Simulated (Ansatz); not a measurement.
Method: DFT PBE, scalar-relativistic, plane waves, PAW (Ansatz 0.2.0). All cells share a 420 eV cutoff and Γ-centred k meshes spaced at most about 0.3 Å⁻¹ (about 0.25 or finer for metals, 2π included). No spin polarisation in the final relaxations.

Temperature and zero-point effects are left out. All come from trial cells, and lower structures may exist.

Question: Which of these relaxed structures of ZnH is the lowest in energy?
1.

```xyz
2
Lattice="0.0000 2.2159 2.2159 2.2159 0.0000 2.2159 2.2159 2.2159 0.0000" Properties=species:S:1:pos:R:3 pbc="T T T"
Zn    0.0000    0.0000    0.0000
H     1.1080    1.1080    1.1080
```

2.

```xyz
2
Lattice="2.7043 0.0000 0.0000 0.0000 2.7043 0.0000 0.0000 0.0000 2.7043" Properties=species:S:1:pos:R:3 pbc="T T T"
Zn    1.3521    1.3521    1.3521
H     0.0000    0.0000    0.0000
```

Answer: 1. It has the zinc blende type, space group F-43m (No. 216); the next, 2, with the caesium chloride type, space group Pm-3m (No. 221), lies 177 meV/atom higher. Counting H atoms around Zn (those within 1.25 times the shortest such distance or 1.15 times the sum of covalent radii; the shortest distance is added where it is long for a bond), the lowest has Zn 4 and the next has Zn 8 from 2.3 Å. Even the lowest lies +0.48 eV/atom against the elements.

With hydrogen, zero-point motion can shift such differences by 10 meV/atom or more. A magnetic state wasn't ruled out in cells without spin, among them F-43m, Pm-3m. Cells relaxed within their symmetry can be saddle points. Some candidate types were left out of the draw beforehand, so a known form may be missing.
